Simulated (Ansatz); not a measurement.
An Ansatz (an electronic-structure program) run. Input:

Ansatz 0.2 input:
```yaml
crystal:
  lattice:
    - [2.7047631707, 0.0, 0.0]
    - [-1.3523815854, 2.3423936171, 0.0]
    - [0.0, 0.0, 4.2660938462]
  atoms:
    - { symbol: Ru, position: [0.3333333333, 0.6666666667, 0.25] }
    - { symbol: Ru, position: [0.6666666667, 0.3333333333, 0.75] }
kpoints:
  mp_grid: { grid: [36, 36, 20] }
hamiltonian:
  xc: r2scan
  pseudopotentials: { azcp: { folder: ./paw }, kind: paw }
scf:
  occupations: { method: fermi_dirac, width: 0.1 }
elastic: { mode: relaxed_ion, stencil: two_point, amplitude: 0.005, f_tol: 0.0005 }
```

Output (shortened):

```
Pseudopotential: Ru, paw, valence charge 16
Functional definition: r2SCAN
Crystal: 2 atoms, lattice volume = 27.028 Å³
Basis set: ecut = 500 eV, 687 PW (Γ), exchange–correlation on 80×80×128 points (64 copies of the dense FFT grid, shifted against one another)
Bands: 20, of which v1, the nominal top of the filled ones, is band 16 counted from 1 (15 counted from 0)
Symmetry: 24 space group operations
Space group: P63/mmc (ITA 194), of the structure as read, at distance tolerance 3.0e-5 Å
k-points: 1397 of 25920
automatic band count: the SCF goes on with 24 bands, as 20 were too few: the levels above may hold too much charge
SCF 1 converged in 11 iterations: F = -11781.511840 eV  dr2 = 2.42e-16
Crystal: 2 atoms, lattice volume = 27.028 Å³
Bands: 24, of which v1, the nominal top of the filled ones, is band 16 counted from 1 (15 counted from 0)
SCF 2 converged in 2 iterations: F = -11781.511840 eV  dr2 = 3.90e-17
Crystal: 2 atoms, lattice volume = 26.893 Å³
Symmetry: 8 space group operations
k-points: 3773 of 25920
SCF 3 converged in 10 iterations: F = -11781.510392 eV  dr2 = 1.36e-14
relax step   1: F+E_penalty+E_count = -11781.51039169 eV  Δ(F+E_penalty+E_count) = +0.000e0 eV  max|allowed force component| = 1.403e-2 eV/Å  Δτ_max = 0.0000 Å  (10 SCF iters, accepted)
Crystal: 2 atoms, lattice volume = 26.893 Å³
SCF 4 converged in 8 iterations: F = -11781.510400 eV  dr2 = 1.34e-14
relax step   2: F+E_penalty+E_count = -11781.51040006 eV  Δ(F+E_penalty+E_count) = -8.374e-6 eV  max|allowed force component| = 8.548e-3 eV/Å  Δτ_max = 0.0015 Å  (8 SCF iters, accepted)
Crystal: 2 atoms, lattice volume = 26.893 Å³
SCF 5 converged in 7 iterations: F = -11781.510405 eV  dr2 = 7.84e-14
relax step   3: F+E_penalty+E_count = -11781.51040502 eV  Δ(F+E_penalty+E_count) = -4.955e-6 eV  max|allowed force component| = 6.091e-6 eV/Å  Δτ_max = 0.0006 Å  (7 SCF iters, accepted)
Crystal: 2 atoms, lattice volume = 26.893 Å³
SCF 6 converged in 2 iterations: F = -11781.510405 eV  dr2 = 1.43e-14
Crystal: 2 atoms, lattice volume = 27.163 Å³
SCF 7 converged in 10 iterations: F = -11781.510695 eV  dr2 = 1.02e-14
relax step   1: F+E_penalty+E_count = -11781.51069532 eV  Δ(F+E_penalty+E_count) = +0.000e0 eV  max|allowed force component| = 1.335e-2 eV/Å  Δτ_max = 0.0000 Å  (10 SCF iters, accepted)
Crystal: 2 atoms, lattice volume = 27.163 Å³
SCF 8 converged in 7 iterations: F = -11781.510708 eV  dr2 = 6.44e-14
relax step   2: F+E_penalty+E_count = -11781.51070753 eV  Δ(F+E_penalty+E_count) = -1.221e-5 eV  max|allowed force component| = 1.368e-4 eV/Å  Δτ_max = 0.0009 Å  (7 SCF iters, accepted)
Crystal: 2 atoms, lattice volume = 27.163 Å³
SCF 9 converged in 2 iterations: F = -11781.510708 eV  dr2 = 1.39e-14
Crystal: 2 atoms, lattice volume = 26.893 Å³
SCF 10 converged in 10 iterations: F = -11781.510418 eV  dr2 = 1.64e-16
Crystal: 2 atoms, lattice volume = 27.163 Å³
SCF 11 converged in 8 iterations: F = -11781.510357 eV  dr2 = 2.99e-15
Crystal: 2 atoms, lattice volume = 27.028 Å³
Symmetry: 4 space group operations
k-points: 6680 of 25920
SCF 12 converged in 11 iterations: F = -11781.511424 eV  dr2 = 5.09e-15
relax step   1: F+E_penalty+E_count = -11781.51142446 eV  Δ(F+E_penalty+E_count) = +0.000e0 eV  max|allowed force component| = 5.710e-4 eV/Å  Δτ_max = 0.0000 Å  (11 SCF iters, accepted)
Crystal: 2 atoms, lattice volume = 27.028 Å³
SCF 13 converged in 6 iterations: F = -11781.511424 eV  dr2 = 9.89e-14
relax step   2: F+E_penalty+E_count = -11781.51142447 eV  Δ(F+E_penalty+E_count) = -1.385e-8 eV  max|allowed force component| = 3.512e-4 eV/Å  Δτ_max = 0.0001 Å  (6 SCF iters, accepted)
Crystal: 2 atoms, lattice volume = 27.028 Å³
SCF 14 converged in 2 iterations: F = -11781.511424 eV  dr2 = 2.92e-14
Crystal: 2 atoms, lattice volume = 27.028 Å³
SCF 15 converged in 11 iterations: F = -11781.511424 eV  dr2 = 4.63e-15
relax step   1: F+E_penalty+E_count = -11781.51142446 eV  Δ(F+E_penalty+E_count) = +0.000e0 eV  max|allowed force component| = 5.710e-4 eV/Å  Δτ_max = 0.0000 Å  (11 SCF iters, accepted)
Crystal: 2 atoms, lattice volume = 27.028 Å³
SCF 16 converged in 6 iterations: F = -11781.511424 eV  dr2 = 9.89e-14
relax step   2: F+E_penalty+E_count = -11781.51142447 eV  Δ(F+E_penalty+E_count) = -1.385e-8 eV  max|allowed force component| = 3.512e-4 eV/Å  Δτ_max = 0.0001 Å  (6 SCF iters, accepted)
Crystal: 2 atoms, lattice volume = 27.028 Å³
SCF 17 converged in 2 iterations: F = -11781.511424 eV  dr2 = 2.92e-14
SCF converged after 2 iterations
Free energy (F): -11781.511840 eV
Harris-Foulkes:  -11781.511840 eV  (|F-HF|=1.82e-12)
Internal energy: -11781.460477 eV  (E = F + TS)
E sigma→0 (E₀):  -11781.486158 eV
Entropy (-TS):   -0.051363 eV (-25.681 meV/atom)
Fermi energy:    23.337632 eV
--- Per-component energies (eV) ---
  E_band       = -140.571840
  E_kinetic    = 920.324451
  E_local      = -2528.712112  (includes V_loc(G=0)·N_el)
  E_nonlocal   = 825.384389
  E_hartree    = 838.033118
  E_xc         = -327.314441
  E_vxc        = -479.670291  (∫ρ·V_xc dr)
  E_paw        = -7039.590039  (= ΣΔE_a)
  E_vpaw       = -588.788120  (= ΣTr[D̂ρ^β])
  E_aug_tail   = 0.001321  (compensation charges beyond the density's cutoff)
  E_vtau       = 34.822286  (kinetic-family band-sum trace: ∫τ·v_τ [+ j·A + Jᵃ·Aᵃ] dr)
  E_ewald      = -4468.965260
  E_core_change = -0.621905  (= ΣΔE_core)
  E_smearing   = -0.051363  (= −TS)
  E_closure    = 0.000000  (closes the sum)
  Σ components = -11781.511840   (vs F -11781.511840, Δ=0.00e0)
--- Forces (eV/Å), atoms counted from 1 ---
  atom   1  Ru     0.00000000     0.00000000     0.00000000
  atom   2  Ru     0.00000000     0.00000000     0.00000000
  max |Σ_I F_I| component: 0.00e0 eV/Å
--- Stress (GPa, compression-positive) ---
        0.155484       0.000000       0.000000
        0.000000       0.155484       0.000000
        0.000000       0.000000      -0.058105
  P = ⅓ Tr σ = 0.0843 GPa (0.843 kbar)
--- Band table (eV; the first three rows and the last of 1397) ---
  k-point 0: bands = ["-52.0167", "-51.7852", "-21.7663", "-20.7488", "-20.7488", "-20.5605", "-20.5605", "-20.5073", "14.9761", "16.8085", "20.6032", "20.6032", "20.8217", "21.3171", "21.3171", "21.8265", "21.8265", "24.5656", "24.5656", "24.7310", …
  k-point 1: bands = ["-52.0153", "-51.7866", "-21.7589", "-20.7476", "-20.7476", "-20.5616", "-20.5616", "-20.5154", "15.0060", "16.8189", "20.5814", "20.5814", "20.8064", "21.2988", "21.2988", "21.8718", "21.8718", "24.5681", "24.5681", "24.6272", …
  k-point 2: bands = ["-52.0111", "-51.7909", "-21.7369", "-20.7442", "-20.7442", "-20.5651", "-20.5651", "-20.5397", "15.0950", "16.8494", "20.5261", "20.5261", "20.7616", "21.2458", "21.2458", "21.9971", "21.9971", "24.3344", "24.5735", "24.5735", …
  k-point 1396: bands = ["-51.7699", "-51.7699", "-21.5031", "-21.5031", "-21.2121", "-21.2121", "-20.7222", "-20.7222", "18.3848", "18.3848", "19.0095", "19.0095", "20.4613", "20.4613", "22.0753", "22.0753", "24.6106", "24.6106", "32.1845", "32.1845", …
--- Elastic constants: 3 strain directions × 2 members + reference (group order 24) ---
  dense FFT box of the reference and of every strained cell: 20×20×32
  strains applied: 11, 33, 23; error gains …
  C = ∂σ_k/∂η_j (tension-positive GPa; Voigt order 11 22 33 23 13 12):
       608.638    198.818    185.967      0.000      0.000      0.000
       198.818    608.638    185.967      0.000      0.000      0.000
       185.710    185.710    688.725      0.000      0.000      0.000
         0.000      0.000      0.000    196.958      0.000      0.000
         0.000      0.000      0.000      0.000    196.958      0.000
         0.000      0.000      0.000      0.000      0.000    204.910
  reference stress σ⁰ (GPa):     -0.155     -0.155      0.058      0.000      0.000      0.000
  moduli (Voigt/Reuss/Hill, GPa): K = 338.55/337.86/338.21   G = 208.80/207.59/208.20   E = 518.25   ν = 0.245
  mechanically stable: yes (min eigenvalue of sym C = 196.96 GPa)
  harmonic check of the ions' relaxations: strain 23: 1 pair too noisy to judge …
  the stresses are not corrected for the forces that the relaxations left standing (`elastic.f_tol`)
  strain η (Voigt 11):  stress-route row diagonal C_11 = 608.64 GPa, energy-path curvature d²(F+E_count+ΔE)/dδ²/Ω₀ = 608.83 GPa
         δ    σ_11 (GPa)             F (eV)   n_scf  n_hpsi   n_pw
    -5.000e-3      -3.2703      -11781.5104050       2  727899    703   relax 3 steps, max|allowed force component| 6.09e-6 eV/Å
     5.000e-3       2.8161      -11781.5107075       2  726653    708   relax 2 steps, max|allowed force component| 1.37e-4 eV/Å
  strain η (Voigt 33):  stress-route row diagonal C_33 = 688.73 GPa, energy-path curvature d²(F+E_count+ΔE)/dδ²/Ω₀ = 688.77 GPa
         δ    σ_33 (GPa)             F (eV)   n_scf  n_hpsi   n_pw
    -5.000e-3      -3.4505      -11781.5104182      10  697435    703   relax 0 steps, max|allowed force component| 6.94e-18 eV/Å
     5.000e-3       3.4367      -11781.5103571       8  588172    710   relax 0 steps, max|allowed force component| 1.62e-17 eV/Å
  strain η (Voigt 23):  stress-route row diagonal C_44 = 196.96 GPa, energy-path curvature d²(F+E_count+ΔE)/dδ²/Ω₀ = 197.08 GPa
         δ    σ_23 (GPa)             F (eV)   n_scf  n_hpsi   n_pw
    -5.000e-3      -0.9848      -11781.5114245       2  1288710    704   relax 2 steps, max|allowed force component| 3.51e-4 eV/Å
     5.000e-3       0.9848      -11781.5114245       2  1288802    704   relax 2 steps, max|allowed force component| 3.51e-4 eV/Å
```

Cost: roughly 40 core-minutes on shared cores.

Space group P6_3/mmc (hcp (Mg type)). The r²SCAN relaxation kept the symmetry of its start; of distortions, only those at the zone centre were tested. No spin polarisation was allowed. As this level gives no gap, shear constants depend on the k-mesh and smearing (Fermi–Dirac, 0.1 eV here). Axis ratios of metals converge slowly with the k-mesh, so a and c are less sure than the volume. Scalar-relativistic: spin–orbit coupling is off unless named, which matters more the heavier the elements.

Potentials: the earlier of the program's two PAW sets.

Ansatz is a plane-wave DFT program.
